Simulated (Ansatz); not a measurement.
An Ansatz (a program for electronic structure) run. Input:

Ansatz 0.2 input:
```yaml
crystal:
  lattice:
    - [2.0059938174, 1.1581610705, 6.5497316586]
    - [-2.0059938174, 1.1581610705, 6.5497316586]
    - [0.0, -2.3163221409, 6.5497316586]
  atoms:
    - { symbol: Al, position: [0.9997084276, 0.9997084276, 0.9997084276] }
    - { symbol: Ga, position: [0.5002006274, 0.5002006274, 0.5002006274] }
    - { symbol: As, position: [0.1248727222, 0.1248727222, 0.1248727222] }
    - { symbol: As, position: [0.6252352229, 0.6252352229, 0.6252352229] }
kpoints:
  mp_grid: { grid: [8, 8, 8] }
hamiltonian:
  xc: r2scan
  pseudopotentials: { kind: paw }
scf:
  occupations: { method: fixed }
checkpoint: { read: static.run }
output: { write_density: true, elf: true, volumetric_format: npy }
basis: { fft_grid_basis: typed }
```

Output (shortened):

```
Pseudopotential: Al, paw, valence charge 3
Pseudopotential: Ga, paw, valence charge 13
Pseudopotential: As, paw, valence charge 15
Functional definition: r2SCAN
Crystal: 4 atoms, lattice volume = 91.301 Å³
Basis set: ecut = 500 eV, 2345 PW (Γ), exchange–correlation on 216×216×216 points (64 copies of the dense FFT grid, shifted against one another)
Bands: 28, of which v1, the nominal top of the filled ones, is band 23 counted from 1 (22 counted from 0)
Symmetry: 6 space group operations
Space group: R3m (ITA 160), of the structure as read, at distance tolerance 4.5e-5 Å
k-points: 65 of 512 (time reversal used)
Stability of the state it starts from, as read at its close in the unpolarized treatment …
iter 1 solved again at ethr=1.33e-7 eV; its pass at ethr=3.10e-3 eV (dr2=6.10e-5 eV) is discarded
SCF iter   1: F=—  HF=-14061.987602 eV  |F-HF|=—  |Δ(HF+E_count)|=         —  Δρ=1.44e-6  dr2=1.75e-9  dr2_τ=2.52e-11  ethr=1.33e-7  ⟨swp⟩=2.3  Hψ=10645  notcnv=0  defer=195
preconditioner: auto → Resta (q_TF=auto, 2.434 Å⁻¹)
SCF iter   2: F=-14061.987602 eV  HF=-14061.987602 eV  |F-HF|=1.08e-9  |Δ(HF+E_count)|=   1.69e-7  Δρ=9.49e-7  dr2=7.49e-10  dr2_τ=3.06e-11  ethr=3.81e-12  ⟨swp⟩=9.4  Hψ=8686  notcnv=0
SCF 1 converged in 2 iterations: F = -14061.987602 eV  dr2 = 7.49e-10
SCF converged after 2 iterations
Free energy (F): -14061.987602 eV
Harris-Foulkes:  -14061.987602 eV  (|F-HF|=1.08e-9)
Internal energy: -14061.987602 eV  (E = F + TS)
E sigma→0 (E₀):  -14061.987602 eV
Fermi energy:    6.952052 eV
--- Per-component energies (eV) ---
  E_band       = -619.164157
  E_kinetic    = 345.222343
  E_local      = -6404.303330  (includes V_loc(G=0)·N_el)
  E_nonlocal   = -902.922705
  E_hartree    = 3289.645603
  E_xc         = -247.700559
  E_vxc        = -259.398966  (∫ρ·V_xc dr)
  E_paw        = -6173.476703  (= ΣΔE_a)
  E_vpaw       = 9.901415  (= ΣTr[D̂ρ^β])
  E_aug_tail   = -0.000050  (compensation charges beyond the density's cutoff)
  E_vtau       = 13.046142  (kinetic-family band-sum trace: ∫τ·v_τ [+ j·A + Jᵃ·Aᵃ] dr)
  E_ewald      = -3964.824207
  E_core_change = -3.627993  (= ΣΔE_core)
  E_smearing   =  0.000000  (= −TS)
  E_closure    = 0.000000  (closes the sum)
  Σ components = -14061.987602   (vs F -14061.987602, Δ=0.00e0)
  [band-id]    e_kinetic+e_local+e_nonlocal+2·e_hartree+e_vxc+e_vpaw+e_augmentation_tail+e_vtau = -619.163945   (vs E_band -619.164157, Δ=2.12e-4)
--- Band table (eV; the first three rows and the last of 65) ---
  k-point 0: bands = ["-28.5173", "-28.5173", "-28.4947", "-28.4911", "-28.4911", "-28.3581", "-28.3447", "-28.3447", "-28.3260", "-28.3260", "-8.1000", "-8.0456", "-8.0456", "-7.9729", "-7.9729", "-5.7786", "-4.1121", "0.7261", "5.9089", "5.9089", "6.9277", …
  k-point 1: bands = ["-28.5174", "-28.5171", "-28.4946", "-28.4911", "-28.4911", "-28.3579", "-28.3448", "-28.3447", "-28.3260", "-28.3258", "-8.1009", "-8.0502", "-8.0414", "-7.9750", "-7.9725", "-5.6171", "-4.0128", "0.8431", "4.8615", "5.5480", "5.7190", …
  k-point 2: bands = ["-28.5174", "-28.5166", "-28.4943", "-28.4913", "-28.4911", "-28.3576", "-28.3450", "-28.3447", "-28.3260", "-28.3252", "-8.1096", "-8.0540", "-8.0321", "-7.9798", "-7.9707", "-5.1585", "-3.7696", "1.0587", "3.4766", "3.7460", "5.3470", …
  k-point 64: bands = ["-28.5173", "-28.5173", "-28.4947", "-28.4911", "-28.4911", "-28.3581", "-28.3447", "-28.3447", "-28.3260", "-28.3260", "-8.1020", "-8.0456", "-8.0456", "-7.9729", "-7.9729", "-5.2640", "-4.9520", "2.8448", "3.4864", "6.1901", "6.1901", …
```

Cost: around 16 core-seconds (rough) on shared cores.

The first step of the workflow began from a Materials Project structure, measured or hypothetical; the Crystallography Open Database copy checked does not list it. With Al and Ga taken as one species the cell has the higher symmetry F-43m, so it may be an ordered model of a mixed-site phase. Its standing as an ambient phase is unchecked. The cell was relaxed with r²SCAN under the symmetry of its start; whether a distortion lowers the energy is not shown. Spin–orbit coupling is left out wherever it is not named.

Potentials: the later of the program's two PAW sets.

Ansatz is a plane-wave DFT program.
